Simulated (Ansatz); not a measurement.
The relaxed structure here is a generated cell of ZrCl: the first start was made by placing the elements on the sites of a structure type, and the end was not matched to a known phase here, so it may be hypothetical.

The end point of a relaxation of ZrCl. Space group F-43m (No. 216), zinc blende type. Level of theory: PBEsol (plane waves to 420 eV, PAW, scalar-relativistic; Ansatz, an electronic-structure program).

```cif
data_ClZr
_chemical_formula_sum 'Zr1 Cl1'
_space_group_name_H-M_alt 'P 1'
_space_group_IT_number 1
_cell_length_a 4.02601
_cell_length_b 4.02601
_cell_length_c 4.02601
_cell_angle_alpha 60.000
_cell_angle_beta 60.000
_cell_angle_gamma 60.000
loop_
_space_group_symop_operation_xyz
  'x, y, z'
loop_
_atom_site_label
_atom_site_type_symbol
_atom_site_fract_x
_atom_site_fract_y
_atom_site_fract_z
_atom_site_occupancy
Zr1 Zr 0.25000 0.25000 0.25000 1
Cl1 Cl 0.00000 0.00000 0.00000 1
```

For ZrCl, the volume per atom is 23.07 Å³ and the band gap is zero (metallic). The shortest distances is Cl–Zr 2.47 Å and the k-mesh comes out as 14×14×14.

Band energies at high-symmetry points (eV from the Fermi level; labels of this space group; no spin-orbit coupling), from −5 eV up to 1.8 eV:

| point | energies |
|---|---|
| Γ | -1.28 0.18 0.18 |
| X | -1.52 -0.09 1.59 1.59 1.61 |
| U | -1.56 -0.03 0.57 |
| K | -1.56 -0.03 0.57 |
| L | 0.05 0.53 0.53 |
| W | -1.60 -0.55 1.23 |

No spin polarisation in the result. The relaxed primitive cell holds an odd number of electrons. A magnetic state may lie lower. No Hubbard U is applied.

The run could not lose the symmetry of its start, so the end can be a saddle point.

All atoms sit on sites fixed by symmetry, so only the cell could relax.
